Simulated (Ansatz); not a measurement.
Question: Band gap from LDA minus that from r²SCAN (eV), each on its own relaxed cell (Ansatz, a quantum-chemistry and plane-wave program, plane waves, PAW; no spin–orbit coupling, no Hubbard U), over 15 phases of the class «transition-metal oxides»: what sign and size do you expect?

Answer: Mean -0.53 eV, median -0.54 eV, mean absolute 0.53 eV; eight in ten lie between -0.65 and -0.38 eV, and 0 % are above zero.

Some cases that may be named, with their rank among the 15 from the lowest: BaTiO3, R3m (Ba on 3a, Ti on 3a, O on 9b) -0.72 eV (rank 1); HfO2, rutile -0.65 eV (rank 2); VBiO4, C2 (V on 2a, Bi on 2b, O on 4c, O on 4c) -0.54 eV (rank 8); BaZrO3, cubic perovskite -0.53 eV (rank 9); TiO2, Pbcn (Ti on 4c, O on 8d) -0.36 eV (rank 14); TiO2, rutile -0.36 eV (rank 15).

The phases are those computed here (of each formula those with measured values and the lowest at some level), not a balanced benchmark, and neither functional is the truth. Pairs that end in unlike spin orders or unlike minima (c/a over 6 % apart, 30 % for weakly bound crystals), magnets with 4f shells, solids of gases and phases set aside for tests are left out.

Not the usual ambient phase: BaTiO3, R3m (Ba on 3a, Ti on 3a, O on 9b); HfO2, rutile; VBiO4, C2 (V on 2a, Bi on 2b, O on 4c, O on 4c); TiO2, Pbcn (Ti on 4c, O on 8d). Unstable at this level: BaZrO3, cubic perovskite with LDA. All cells were relaxed under the symmetry of their starts (and spin orders); stability against distortions was not tested throughout. Named crystals with no word on spin ran without spin polarisation. Scalar-relativistic: spin–orbit coupling is off unless named, which matters more the heavier the elements.

Potentials: the later of the program's two PAW sets.

Ansatz is a plane-wave DFT program.
